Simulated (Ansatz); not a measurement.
Theory: DFT PBE, scalar-relativistic, plane waves, PAW in Ansatz. Cutoff 420 eV, Γ-centred meshes of about 0.25 Å⁻¹ or finer for metals and 0.3 Å⁻¹ for insulators (2π included), Gaussian smearing. No spin polarisation.

These are static total energies at zero pressure.

Two forms of Si₂SnB₃ were relaxed alike.

1.

```
Si Sn B
1.0
     1.71645   -2.93318    0.00000
     1.71645    2.93318    0.00000
     0.00000    0.00000    8.22423
Si Sn B
2 1 3
Cartesian
  0.0000 0.0000 1.7012
  0.0000 0.0000 6.5230
  1.7164 0.0000 4.1121
  0.8582 1.4666 0.0000
  0.8582 -1.4666 0.0000
  1.7164 0.0000 0.0000
```

2.

```
Si Sn B
1.0
     2.94014    0.00000    0.00000
     0.00000    3.21150    0.00000
     0.00000    0.00000    8.33601
Si Sn B
2 1 3
Direct
  0.50000 0.00000 0.94886
  0.00000 0.00000 0.37080
  0.50000 0.50000 0.64083
  0.00000 0.50000 0.21132
  0.00000 0.50000 0.00654
  0.50000 0.50000 0.32165
```

Task: Which is lower in energy, and by how much?

Result: Cell 2 is lower, by 20 meV/atom. Cell 1 has space group Cmmm (No. 65), 13.8 Å³/atom and no gap on its mesh; cell 2 has space group Pmm2 (No. 25), 13.1 Å³/atom and no gap. The shortest distance is 1.70 Å (B–B) in cell 1 and 1.71 Å (B–B) in cell 2. Cell 1 holds B–B nets (shortest 1.70 Å); cell 2 holds B–B chains (shortest 1.71 Å). The denser one is the lower, and pressure would at first widen the difference. Even the lower one lies +0.54 eV/atom against the reference forms of the elements (uncorrected), so neither is stable at this level. In cell 1, around Si lie 6 B at 2.40–2.42 Å and 2 Sn at 2.96 Å; Sn is surrounded by 4 Si at 2.96 Å and 6 Sn at 3.40–3.43 Å; B on a site of symmetry 2/m has 4 B at 1.70–1.72 Å and 4 Si at 2.40 Å; 1 more site not described. In cell 2, Si on its first site has 4 B at 2.23 Å, 2 Si at 2.94 Å and 2 Sn at 3.03 Å; Sn is surrounded by 1 B at 2.66 Å, 2 Sn at 2.94 Å, 6 Si at 3.03–3.13 Å, 2 Sn at 3.21 Å and 2 B at 3.38 Å; around B on its first site lie 3 B at 1.71–1.73 Å and 2 Si at 2.08 Å; 3 more sites not described. Both come from trial cells of a structure search, whose lowest cell (Cmm2, 13.9 Å³/atom) lies 115 meV/atom below the lower of the two.

The k mesh leaves some 4 meV/atom of noise in the energy of each metallic cell. Cells relaxed within their symmetry can be saddle points. Some types were kept out of the candidates beforehand, so the set may lack a known form.
